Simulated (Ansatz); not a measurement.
CaSe (rock salt, Fm-3m), PBEsol (plane waves, PAW; program Ansatz). The conduction-band minimum lies at X, with 3 equivalent valleys. Second derivatives d²E/dk² of the lowest band at one valley (eV·Å²), along Cartesian directions:

```json
[
 {"direction": "[100]", "d²E/dk²": "5.463"},
 {"direction": "[010]", "d²E/dk²": "28.15"},
 {"direction": "[001]", "d²E/dk²": "28.15"},
 {"direction": "[110]", "d²E/dk²": "16.81"},
 {"direction": "[101]", "d²E/dk²": "16.81"},
 {"direction": "[011]", "d²E/dk²": "28.14"}
]
```

### Question
Find the principal effective masses, the density-of-states mass and the conductivity mass.

### Answer
Off-diagonal terms follow from H_xy = H[110] − (H_xx + H_yy)/2, and m*/mₑ = 7.620 eV·Å² over each eigenvalue: 0.27, 0.27, 1.4. One valley's DOS mass (m₁m₂m₃)^(1/3) = 0.47, conductivity mass 3/(Σ 1/mᵢ) = 0.37 mₑ.

### Question
What effective density of states Nc follows at 300 K for parabolic valleys?

### Answer
Nc = 2.509e19 × 3 × (0.47)^(3/2) ≈ 2.4e19 cm⁻³.

The cell was relaxed with PBEsol under the symmetry of its start. Spin–orbit coupling is left out wherever it is not named.

Potentials: the later of the program's two PAW sets.

Edges and masses are those of Kohn–Sham bands, whose gap is no quasiparticle gap.
